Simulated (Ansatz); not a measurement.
## Step by step: SrBe, relaxation of cell and atoms

All numbers below come from DFT, LDA, PAW with Ansatz's default frozen-core files, scalar-relativistic in Ansatz 0.2.0.

Command: `ansatz run input.yaml --threads 1 --pin off --max-ram 2048MiB --backend cpu --events-out ev --progress --plain --runs-dir out` The run took 100 s on 1 thread of Intel(R) Xeon(R) Processor @ 2.50GHz (Skylake/Cascade Lake) (shared host), peak memory 0.42 GiB.

```yaml
crystal:
  lattice:
    - [1.8067627773, -1.0431349758, 5.9020917391]
    - [0.0, 2.0862699516, 5.9020917391]
    - [-1.8067627773, -1.0431349758, 5.9020917391]
  atoms:
    - { symbol: Be, position: [0.0, 0.0, 0.0] }
    - { symbol: Sr, position: [0.5, 0.5, 0.5] }
kpoints:
  mp_grid: { grid: [11, 11, 11] }
scf:
  occupations: { method: fermi_dirac, width: 0.05 }
hamiltonian:
  xc: lda
  pseudopotentials: { kind: paw }
output:
  forces: true
  stress: true
relax:
  f_tol: 0.005
  max_steps: 80
  cell: {}
```

The cell is built from the L11 type as a first guess.

The cutoff is 420 eV; energies and pressures of the walk include the program's estimate of the Pulay term. The PAW files were made with PBE; their cores are remade for this functional.

Each frame lists the cell vectors (Å), then Cartesian positions (Å); symmetry keeps all forces zero. Free energies count from the first step, -3530.1084 eV.

The walk took 15 evaluations in all; steps that aren't listed are left out.

Step 1: E = 0.0 meV, P = -3.81 GPa

```
cell 1.8068 -1.0431 5.9021 0.0000 2.0863 5.9021 -1.8068 -1.0431 5.9021
Be    0.0000    0.0000    0.0000
Sr    0.0000    0.0000    8.8531
```

Step 2: E = -208.8 meV, P = -3.39 GPa

```
cell 1.8051 -1.0422 5.6120 0.0000 2.0843 5.6120 -1.8051 -1.0422 5.6120
Be    0.0000    0.0000    0.0000
Sr    0.0000    0.0000    8.4181
```

Step 3: E = -389.5 meV, P = -2.64 GPa

```
cell 1.8040 -1.0415 5.3243 0.0000 2.0831 5.3243 -1.8040 -1.0415 5.3243
Be    0.0000    0.0000    0.0000
Sr    0.0000    0.0000    7.9865
```

Step 4: E = -537.9 meV, P = -1.77 GPa

```
cell 1.8244 -1.0533 5.0292 0.0000 2.1067 5.0292 -1.8244 -1.0533 5.0292
Be    0.0000    0.0000    0.0000
Sr    0.0000    0.0000    7.5438
```

Step 5: E = -643.0 meV, P = -1.04 GPa

```
cell 1.8703 -1.0798 4.7341 0.0000 2.1596 4.7341 -1.8703 -1.0798 4.7341
Be    0.0000    0.0000    0.0000
Sr    0.0000    0.0000    7.1011
```

Step 6: E = -704.0 meV, P = -0.28 GPa

```
cell 1.9308 -1.1147 4.4390 0.0000 2.2295 4.4390 -1.9308 -1.1147 4.4390
Be    0.0000    0.0000    0.0000
Sr    0.0000    0.0000    6.6585
```

Step 7: E = -727.4 meV, P = -0.34 GPa

```
cell 2.0211 -1.1669 4.1877 0.0000 2.3338 4.1877 -2.0211 -1.1669 4.1877
Be    0.0000    0.0000    0.0000
Sr    0.0000    0.0000    6.2816
```

Step 8: E = -739.3 meV, P = -0.06 GPa

```
cell 2.0891 -1.2062 3.9503 0.0000 2.4123 3.9503 -2.0891 -1.2062 3.9503
Be    0.0000    0.0000    0.0000
Sr    0.0000    0.0000    5.9255
```

Step 9: E = -745.7 meV, P = -0.09 GPa

```
cell 2.1772 -1.2570 3.6637 0.0000 2.5140 3.6637 -2.1772 -1.2570 3.6637
Be    0.0000    0.0000    0.0000
Sr    0.0000    0.0000    5.4955
```

Step 10: E = -745.9 meV, P = -0.02 GPa

```
cell 2.1638 -1.2493 3.6993 0.0000 2.4985 3.6993 -2.1638 -1.2493 3.6993
Be    0.0000    0.0000    0.0000
Sr    0.0000    0.0000    5.5489
```

Step 11: E = -750.0 meV, P = 0.06 GPa (the cell of the step before, solved again on a basis chosen afresh, hence the jump)

Step 12: E = -750.6 meV, P = 0.01 GPa

```
cell 2.1849 -1.2615 3.6374 0.0000 2.5229 3.6374 -2.1849 -1.2615 3.6374
Be    0.0000    0.0000    0.0000
Sr    0.0000    0.0000    5.4561
```

Step 13: E = -750.7 meV, P = 0.00 GPa

```
cell 2.1934 -1.2664 3.6103 0.0000 2.5328 3.6103 -2.1934 -1.2664 3.6103
Be    0.0000    0.0000    0.0000
Sr    0.0000    0.0000    5.4154
```

Q: How does the relaxation end?

A: It converges, with a = 4.402 Å, b = 4.402 Å, c = 4.402 Å, α = 59.91°, β = 59.91°, γ = 59.91° for the cell as listed; within 0.05 Å it has space group Fm-3m; smaller departures are within what the tolerances leave open. The last solve (on a basis chosen afresh for the final cell, so its energy is not quite comparable) gives E = -750.7 meV, P = 0.00 GPa:
```
cell 2.1978 -1.2689 3.5962 0.0000 2.5378 3.5962 -2.1978 -1.2689 3.5962
Be    0.0000    0.0000    0.0000
Sr    0.0000    0.0000    5.3943
```
